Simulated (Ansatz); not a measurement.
An Ansatz (a program for electronic structure) run. Input:

Ansatz 0.2 input:
```yaml
crystal:
  lattice:
    - [6.4537020979, 0.0, 0.0]
    - [0.0, 3.6208398008, 0.0]
    - [0.0, 0.0, 4.9641278601]
  atoms:
    - { symbol: Ti, position: [0.6760404133, 0.25, 0.37067902] }
    - { symbol: Ti, position: [0.3239595867, 0.75, 0.62932098] }
    - { symbol: Ti, position: [0.8239595867, 0.75, 0.87067902] }
    - { symbol: Ti, position: [0.1760404133, 0.25, 0.12932098] }
    - { symbol: Si, position: [0.5442170224, 0.25, 0.8535273688] }
    - { symbol: Si, position: [0.4557829776, 0.75, 0.1464726312] }
    - { symbol: Si, position: [0.9557829776, 0.75, 0.3535273688] }
    - { symbol: Si, position: [0.0442170224, 0.25, 0.6464726312] }
kpoints:
  mp_grid: { grid: [7, 11, 8] }
hamiltonian:
  xc: pbesol
  pseudopotentials: { azcp: { folder: ./paw }, kind: paw }
scf:
  occupations: { method: fermi_dirac, width: 0.1 }
phonons:
  method: dfpt
  response_accuracy: low
  eigenvectors: true
  rigid_motions: translations
```

Output (shortened):

```
Pseudopotential: Ti, paw, valence charge 12
Pseudopotential: Si, paw, valence charge 4
Functional definition: PBEsol
Crystal: 8 atoms, lattice volume = 116.001 Å³
Basis set: ecut = 420 eV, 2265 PW (Γ), exchange–correlation on 96×60×72 points (8 copies of the dense FFT grid, shifted against one another)
Bands: 40, of which v1, the nominal top of the filled ones, is band 32 counted from 1 (31 counted from 0)
Symmetry: 8 space group operations
k-points: 174 of 616 (irreducible under 2 space group operations, time reversal used)
SCF iter   1: F=—  HF=-12389.190498 eV  |F-HF|=—  |Δ(HF+E_count)|=         —  Δρ=4.60e-2  dr2=2.39e0  ethr=3.10e-3  ⟨swp⟩=6.2  Hψ=28225  notcnv=0
preconditioner: auto → Kerker (q_TF=auto, 2.471 Å⁻¹)
SCF iter   2: F=—  HF=-12388.572973 eV  |F-HF|=—  |Δ(HF+E_count)|=   6.18e-1  Δρ=1.83e-2  dr2=3.26e-1  ethr=3.10e-3  ⟨swp⟩=3.1  Hψ=12235  notcnv=0
SCF iter   3: F=—  HF=-12388.465630 eV  |F-HF|=—  |Δ(HF+E_count)|=   1.07e-1  Δρ=7.07e-3  dr2=4.88e-2  ethr=5.10e-4  ⟨swp⟩=2.1  Hψ=9431  notcnv=0
SCF iter   4: F=—  HF=-12388.448892 eV  |F-HF|=—  |Δ(HF+E_count)|=   1.67e-2  Δρ=7.64e-4  dr2=6.70e-4  ethr=7.63e-5  ⟨swp⟩=2.0  Hψ=11136  notcnv=0
SCF iter   5: F=—  HF=-12388.448694 eV  |F-HF|=—  |Δ(HF+E_count)|=   1.98e-4  Δρ=1.32e-4  dr2=2.49e-5  ethr=1.05e-6  ⟨swp⟩=2.0  Hψ=9771  notcnv=0
SCF iter   6: F=—  HF=-12388.448685 eV  |F-HF|=—  |Δ(HF+E_count)|=   8.54e-6  Δρ=1.84e-5  dr2=4.36e-7  ethr=3.88e-8  ⟨swp⟩=2.0  Hψ=9223  notcnv=0
SCF iter   7: F=—  HF=-12388.448686 eV  |F-HF|=—  |Δ(HF+E_count)|=   7.05e-7  Δρ=5.26e-6  dr2=3.04e-8  ethr=6.81e-10  ⟨swp⟩=2.1  Hψ=10037  notcnv=0
SCF iter   8: F=—  HF=-12388.448686 eV  |F-HF|=—  |Δ(HF+E_count)|=   8.80e-9  Δρ=1.29e-6  dr2=1.58e-9  ethr=4.75e-11  ⟨swp⟩=2.0  Hψ=11938  notcnv=0
SCF iter  10: F=-12388.448686 eV  HF=-12388.448686 eV  |F-HF|=7.28e-12  |Δ(HF+E_count)|=  1.64e-11  Δρ=7.67e-8  dr2=6.85e-12  ethr=1.00e-12  ⟨swp⟩=5.9  Hψ=28442  notcnv=0
SCF 1 converged in 10 iterations: F = -12388.448686 eV  dr2 = 6.85e-12
DFPT response loops at Γ: preconditioner auto → Kerker (q_TF=auto, 2.471 Å⁻¹) (partly filled bands, converged f_vac=0.000) …
SCF converged after 10 iterations
Free energy (F): -12388.448686 eV
Harris-Foulkes:  -12388.448686 eV  (|F-HF|=7.28e-12)
Internal energy: -12388.357311 eV  (E = F + TS)
E sigma→0 (E₀):  -12388.402999 eV
Entropy (-TS):   -0.091375 eV (-11.422 meV/atom)
Fermi energy:    13.087619 eV
--- Per-component energies (eV) ---
  E_band       = -531.502282
  E_kinetic    = 1299.941168
  E_local      = -3901.109423  (includes V_loc(G=0)·N_el)
  E_nonlocal   = 341.557807
  E_hartree    = 1605.474236
  E_xc         = -694.280333
  E_vxc        = -783.775470  (∫ρ·V_xc dr)
  E_paw        = -6060.039544  (= ΣΔE_a)
  E_vpaw       = -699.064475  (= ΣTr[D̂ρ^β])
  E_aug_tail   = -0.000185  (compensation charges beyond the density's cutoff)
  E_ewald      = -4980.584819
  E_core_change = 0.683781  (= ΣΔE_core)
  E_smearing   = -0.091375  (= −TS)
  E_closure    = 0.000000  (closes the sum)
  Σ components = -12388.448686   (vs F -12388.448686, Δ=0.00e0)
  [band-id]    e_kinetic+e_local+e_nonlocal+2·e_hartree+e_vxc+e_vpaw+e_augmentation_tail = -531.502105   (vs E_band -531.502282, Δ=1.78e-4)
--- Band table (eV; the first three rows and the last of 174) ---
  k-point 0: bands = ["-43.3694", "-43.3486", "-43.3374", "-43.3281", "-19.8660", "-19.8631", "-19.8317", "-19.8025", "-19.7917", "-19.7641", "-19.7512", "-19.7188", "-19.6851", "-19.6820", "-19.6683", "-19.6352", "1.1659", "2.8434", "6.4150", "6.6675", …
  k-point 1: bands = ["-43.3682", "-43.3477", "-43.3387", "-43.3288", "-19.8764", "-19.8517", "-19.8198", "-19.8036", "-19.7993", "-19.7583", "-19.7487", "-19.7220", "-19.6876", "-19.6863", "-19.6682", "-19.6389", "1.2431", "2.8173", "6.3399", "6.7593", …
  k-point 2: bands = ["-43.3649", "-43.3454", "-43.3424", "-43.3308", "-19.8821", "-19.8348", "-19.8253", "-19.7940", "-19.7903", "-19.7552", "-19.7415", "-19.7312", "-19.6981", "-19.6948", "-19.6680", "-19.6484", "1.4637", "2.7162", "6.1893", "6.9586", …
  k-point 173: bands = ["-43.3459", "-43.3443", "-43.3415", "-43.3406", "-19.8438", "-19.8403", "-19.8320", "-19.8266", "-19.7885", "-19.7811", "-19.7755", "-19.7688", "-19.6948", "-19.6940", "-19.6871", "-19.6840", "3.8083", "4.0248", "4.6249", "4.7986", …
--- Phonons (Γ-DFPT): 6 representative perturbations + reference, on 174 of 616 k-points (Σ response iterations 18) ---
  ASR residual: 4.571e-4 → 0.000e0 eV/Å²; symmetrization residual: 3.126e-5 eV/Å²
  ASR residual per site (eV/Å²): 4.57e-4 4.57e-4 4.57e-4 4.57e-4 1.22e-4 1.22e-4 1.22e-4 1.22e-4
  Γ frequencies (cm⁻¹): 0.00 0.00 0.00 170.28 187.18 200.85 213.73 249.56 250.66 255.24 261.47 274.43 302.15 337.49 342.18 347.19 355.36 379.90 381.07 402.23 416.70 419.18 441.21 463.42
  non-analytic LO–TO correction: not included (Born effective charges unavailable; polar crystals: no LO–TO splitting at Γ)
```

Cost: very roughly 5 core-minutes on shared cores.

Space group Pnma. The first step of the workflow began from a Materials Project structure, measured or hypothetical; the Crystallography Open Database copy checked does not list it. COD files the formula under space group No. 25. Whether it is the stable phase at ambient conditions was not checked. Symmetry was held in the PBEsol relaxation; whether a distortion lowers the energy is not shown. No spin polarisation was allowed. As this level gives no gap, phonon frequencies hold no LO–TO term and depend on the k-mesh and smearing (Fermi–Dirac, 0.1 eV here).

Potentials: the earlier of the program's two PAW sets. The files were generated under PBE; for other functionals the program regenerates the frozen cores, and for LDA and PBEsol the local potential too.

Ansatz is a plane-wave DFT program.
